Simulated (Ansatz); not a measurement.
ZrAg (rock salt, Fm-3m), DFT-r²SCAN in the program Ansatz with PAW potentials, all energies at zero smearing, with the estimated change up to a 700 eV cutoff added, with one set of potentials and settings (totals compare only within such a set). Cell of 2 atoms (1 Ag, 1 Zr): -11798.003 eV.

| element | reference phase | E (eV/atom) |
|---|---|---|
| Ag | R-3m, 3 atoms in the cell | -7603.9440 |
| Zr | P6_3/mmc, 2 atoms in the cell | -4195.0260 |

Formation energy per atom, worked out: (-11798.003 − 1×(-7603.9440) − 1×(-4195.0260))/2 = 0.483 eV/atom (47 kJ per mol of atoms), at 0 K, without zero-point energy or fitted corrections.

The start of the workflow was typed in or built on a structure type; neither database checked (COD, Materials Project) lists it. COD files the formula under space group No. 129. Its standing as an ambient phase is unchecked. Symmetry was held in the r²SCAN relaxation. At this level the phase is mechanically unstable. No spin polarisation was allowed. Its formation energy is positive at this level, so the cell may be metastable or incomplete. The references are the lowest solids computed at this level, not always the standard phases.

Potentials: the later of the program's two PAW sets.
